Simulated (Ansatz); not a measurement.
Y (hcp (Mg type), P6_3/mmc) at seven volumes, the program Ansatz at the PBEsol level (PAW), shape and atoms relaxed at each. One row is withheld.

```tsv
V (Å³/atom)	P (GPa)
28.484	4.57
29.423	2.87
30.363	1.36
31.302	0.00
32.241	?
33.180	-2.29
34.119	-3.24
```

Fit the shown pressures and predict the withheld one.

Third-order Birch–Murnaghan: P = (3/2)B₀(x^(7/2) − x^(5/2))[1 + (3/4)(B′ − 4)(x − 1)] with x = (V₀/V)^(2/3). Least squares on the six rows gives V₀ = 31.303 Å³/atom, B₀ = 42.59 GPa, B′ = 2.80. At V = 32.241, x = 0.9805 and P = -1.21 GPa. The run itself gave -1.21 GPa.

The PBEsol relaxation kept the symmetry of its start. The workflow began spin-polarised and lost its moments.

Potentials: the earlier of the program's two PAW sets. The files were generated under PBE; for other functionals the program regenerates the frozen cores, and for LDA and PBEsol the local potential too.
